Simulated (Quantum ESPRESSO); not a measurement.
```cif
data_Bi4O16V4
_chemical_formula_sum 'O16 V4 Bi4'
_space_group_name_H-M_alt 'I41/a :1'
_space_group_IT_number 88
_space_group_name_Hall 'I 4bw -1bw'
_cell_length_a 5.12211
_cell_length_b 5.12211
_cell_length_c 11.59213
_cell_angle_alpha 90.000
_cell_angle_beta 90.000
_cell_angle_gamma 90.000
loop_
_space_group_symop_operation_xyz
  'x, y, z'
  '-y, x+1/2, z+1/4'
  '-x+1/2, -y+1/2, z+1/2'
  'y+1/2, -x, z+3/4'
  '-x, -y+1/2, -z+1/4'
  'y, -x, -z'
  'x+1/2, y, -z+3/4'
  '-y+1/2, x+1/2, -z+1/2'
  'x+1/2, y+1/2, z+1/2'
  '-y+1/2, x, z+3/4'
  '-x, -y, z'
  'y, -x+1/2, z+1/4'
  '-x+1/2, -y, -z+3/4'
  'y+1/2, -x+1/2, -z+1/2'
  'x, y+1/2, -z+1/4'
  '-y, x, -z'
loop_
_atom_site_label
_atom_site_type_symbol
_atom_site_symmetry_multiplicity
_atom_site_Wyckoff_symbol
_atom_site_fract_x
_atom_site_fract_y
_atom_site_fract_z
_atom_site_occupancy
O1 O 16 f 0.24998 0.35897 0.07913 1
V1 V 4 b 0.00000 0.00000 0.50000 1
Bi1 Bi 4 a 0.00000 0.00000 0.00000 1
```
(The calculation used a cell of 12 atoms; values per cell refer to that cell.)

The geometry is that of Materials Project entry mp-23044, symmetrised and not relaxed again.

Problem. What does PBEsol (Quantum ESPRESSO, PseudoDojo norm-conserving, 84 Ry, scalar-relativistic) give for the electronic structure near the Fermi level?

Solution. The PBEsol gap is 2.10 eV; at least one edge lies off the plotted path, at a point of the SCF mesh. The smallest direct gap is 2.17 eV. Another conduction extremum on the path lies within 0.02 eV, too close to call. Spin-orbit coupling is left out; with 6p states at a band edge it can lower the gap by many tenths of an eV, most of a small gap. The 3d shell has no Hubbard U; the runs are without spin polarisation, and magnetic order was not tried.
